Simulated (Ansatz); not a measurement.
Symmetry broken, then relaxed in Ta2O5

All numbers below come from DFT PBEsol, scalar-relativistic, plane waves, PAW (Ansatz 0.2.0). The runs took a 420 eV cutoff, a Γ-centred 8×8×4 mesh and Gaussian smearing (0.03 eV). Spin–orbit coupling is left out, which can shift energies with elements as heavy as these. No spin polarisation. Energies are free energies at this smearing, counted from the undisturbed cell; pressure is positive in compression.

Reference structure (relaxed at this level; it needn't be the usual structure):

```xyz
7
Lattice="3.6700 0.0000 0.0000 0.0000 3.8591 0.0000 0.0000 0.0000 6.4335" Properties=species:S:1:pos:R:3 pbc="T T T"
Ta    1.8350    0.0000    3.2167
Ta    0.0000    0.0000    0.0000
O     1.8350    1.9295    3.2167
O     0.0000    0.0000    4.3699
O     0.0000    1.9295    0.0000
O     1.8350    0.0000    0.0000
O     0.0000    0.0000    2.0635
```

The atoms are displaced (Å, in the unstrained cell):

```tsv
atom	ux	uy	uz
Ta1	0.028	-0.014	-0.003
Ta2	-0.004	0.017	0.014
O3	0.001	0.017	0.002
O4	-0.018	-0.018	0.008
O5	0.009	-0.029	0.018
O6	-0.017	-0.001	-0.026
O7	0.001	0.029	-0.013
```

The cell is strained by (0.0246, 0.0203, -0.0688, 0.0216, -0.0154, 0.0005) (xx, yy, zz, yz, xz, xy; engineering shear). Cell and atoms are then relaxed.

**Question.** Does the relaxation return to the undisturbed structure?

**Answer.** No. It ends 322.5 meV/atom below it. The disturbance itself cost 83.7 meV/atom. The final space group reads C2/m (tolerance 0.05 Å) and the volume changes by 5.88 %.

Final structure:

```xyz
7
Lattice="3.7950 -0.0039 0.5748 0.0024 3.8698 0.0096 0.9161 0.0117 6.7078" Properties=species:S:1:pos:R:3 pbc="T T T"
Ta    2.9578    3.7930    4.2544
Ta    4.4477    0.0891    7.1992
O     2.9477    1.9151    4.2899
O     0.9836    3.8725    4.4680
O     4.4577    1.9670    7.1636
O     2.6269    0.0135    6.4108
O     3.2436    0.0003    2.3681
```

The relaxation, step by step (energy from the first step; small jumps at an unchanged geometry come where the plane waves are selected anew for the new cell):

```tsv
step	ΔE (meV/atom)	largest force component (eV/Å)	pressure (GPa)
1	0.0	1.827	1.49
3	-129.2	1.586	0.23
5	-287.1	1.451	4.90
6	-319.3	1.539	6.28
8	-370.4	0.401	0.64
10	-372.4	0.114	0.18
12	-372.5	0.007	0.07
14	-389.1	0.014	1.48
15	-397.7	0.071	0.33
17	-399.1	0.013	-0.06
19	-399.1	0.001	0.00
21	-405.4	0.014	0.07
22	-405.3	0.150	-0.16
24	-405.9	0.002	0.01
26	-406.0	0.008	0.18
28	-406.1	0.017	-0.02
30	-406.1	0.004	0.00
31	-406.1	0.032	-0.03
33	-406.2	0.004	0.05
35	-406.2	0.002	0.00
```

Cost: 3 runs of about 12 core-minutes in all, on Intel Xeon 6975P-C (Granite Rapids) (shared hosts).